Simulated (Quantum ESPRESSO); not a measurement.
# Strain and stress in CaZn2MgO4

The results below are calculated, not measured. They come from pw.x of Quantum ESPRESSO 7.5, a plane-wave density functional program, with PseudoDojo standard norm-conserving files (v0.5 for PBE, v0.4.1 for LDA and PBEsol). The cells are made up: elements, strain and atom displacements were drawn at random, and nothing was relaxed. There is no spin polarisation, spin-orbit coupling or dispersion term.

The cell has 8 sites of a rocksalt lattice. Sites 1 to 4 hold Ca Zn Zn Mg; sites 5 to 8 hold O O O O. Cell vectors in Å: (4.404, -0.052, 0.023); (-0.052, 4.389, -0.016); (0.023, -0.016, 4.543). Settings: PBE, cutoff 1143 eV, 4 x 4 x 4 k mesh shifted by half a step, Fermi-Dirac smearing of 0.025 eV.

Each run adds a strain along z to one cell, with the atoms carried along; the vectors above are those of run 5. Stress is positive in tension and P is minus a third of its trace. E is the free energy for each atom above the lowest run shown.

| run | strain (%) | s_xx (GPa) | s_yy (GPa) | s_zz (GPa) | s_xy (GPa) | P (GPa) | E (meV/atom) |
| --- | --- | --- | --- | --- | --- | --- | --- |
| 1 | -2.42 | -6.18 | -7.60 | -4.46 | -2.13 | 6.08 | 2.80 |
| 2 | -1.88 | -5.63 | -7.03 | -3.08 | -2.15 | 5.25 | 1.40 |
| 4 | -0.30 | -4.08 | -5.44 | 0.49 | -2.19 | 3.01 | 0.00 |
| 5 | 0.11 | -3.71 | -5.05 | 1.31 | -2.21 | 2.48 | 0.25 |
| 6 | 0.51 | -3.34 | -4.67 | 2.07 | -2.22 | 1.98 | 0.70 |
| 7 | 1.66 | -2.32 | -3.62 | 4.09 | -2.24 | 0.62 | 3.11 |
| 3 | -0.97 | ? | ? | ? | ? | ? | ? |

A rerun of one of these cells at 1437 eV and k mesh 6 x 6 x 6 moved values by no more than 0.002 eV in the cell's energy, 0.04 GPa in stress and 0.003 eV/Å in force.

## Worked fit

A parabola through the six runs shown gives s_zz = 1.09 + 2.00 e - 0.120 e² GPa, with e in per cent and a scatter of 0.02 GPa. The slope is a stiffness of 200 ± 3 GPa for each unit of this strain at e = 0. The atoms are clamped, and relaxing them would in general lower it. The error is the larger of the fit's own and the change that a cubic makes, rounded up.

## Withheld run

Question: what s_zz should run 3 give?

The fit gives -0.96 GPa. The calculation gave -0.95 GPa.

| run | strain (%) | s_xx (GPa) | s_yy (GPa) | s_zz (GPa) | s_xy (GPa) | P (GPa) | E (meV/atom) |
| --- | --- | --- | --- | --- | --- | --- | --- |
| 3 | -0.97 | -4.73 | -6.10 | -0.95 | -2.18 | 3.92 | 0.12 |